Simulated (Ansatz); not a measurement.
# Quadrupolar parameters in ZnPtC6N6

The cell is a structure deposited in the COD whose atoms were relaxed with PBE, the cell held.

```
Zn Pt C N
1.0
     0.00000    5.25930    5.25930
     5.25930    0.00000    5.25930
     5.25930    5.25930    0.00000
Zn Pt C N
1 1 6 6
Direct
  0.50000 0.50000 0.50000
  0.00000 0.00000 0.00000
  0.19025 0.19025 0.80975
  0.80975 0.80975 0.19025
  0.80975 0.19025 0.19025
  0.19025 0.80975 0.80975
  0.19025 0.80975 0.19025
  0.80975 0.19025 0.80975
  0.30014 0.30014 0.69986
  0.69986 0.69986 0.30014
  0.69986 0.30014 0.30014
  0.30014 0.69986 0.69986
  0.30014 0.69986 0.30014
  0.69986 0.30014 0.69986
```

Atom numbers follow the list; atoms alike are taken as one site, whose name carries the number of the first.

All values are calculated (Ansatz; DFT, PBE, plane waves and PAW, scalar-relativistic, 420 eV cutoff, Γ-centred 6×6×6 k-points, Fermi–Dirac smearing 0.05 eV), not measured.

C_Q = eQV_zz/h, which is 24.18 MHz for Q = 1 b and V_zz = 10²¹ V/m²; η = (V_xx − V_yy)/V_zz.

⁶⁷Zn: I = 5/2, Q = 122.0 mb; ¹⁴N: I = 1, Q = 20.44 mb. Nuclear quadrupole moments: year-2017 set (Pyykkö).

```json
{"site": "Zn", "atoms (order as listed)": "1", "first shell": "6 N at 2.10 Å", "V_zz (10²¹ V/m²)": "0.00", "η": "–", "C_Q (MHz)": "0"}
{"site": "Pt", "atoms (order as listed)": "2", "first shell": "6 C at 2.00 Å", "V_zz (10²¹ V/m²)": "0.00", "η": "–", "C_Q (MHz)": "–"}
{"site": "C", "atoms (order as listed)": "3, 4, 5, 6, 7, 8", "first shell": "1 N at 1.16 Å, 1 Pt at 2.00 Å, angle 180°; also 1 Zn at 3.26 Å", "V_zz (10²¹ V/m²)": "-3.78", "η": "0.00", "C_Q (MHz)": "–"}
{"site": "N", "atoms (order as listed)": "9, 10, 11, 12, 13, 14", "first shell": "1 C at 1.16 Å, 1 Zn at 2.10 Å, angle 180°; also 1 Pt at 3.16 Å", "V_zz (10²¹ V/m²)": "-5.82", "η": "0.00", "C_Q (MHz)": "-2.88"}
```

An axis of threefold or higher order runs through C and N, so V_zz lies along it and η is zero. Zn and Pt sit on a cubic site, where every gradient vanishes.

Pt, C have no stable isotope with a ground-state quadrupole moment in the table, so no C_Q is given.

Without spin–orbit coupling the gradients at and beside Pt can be off by some per cent, at some sites by more. The database entry as given showed forces above 3 eV/Å or a pressure above 30 GPa, though relaxing it moves no atom far.
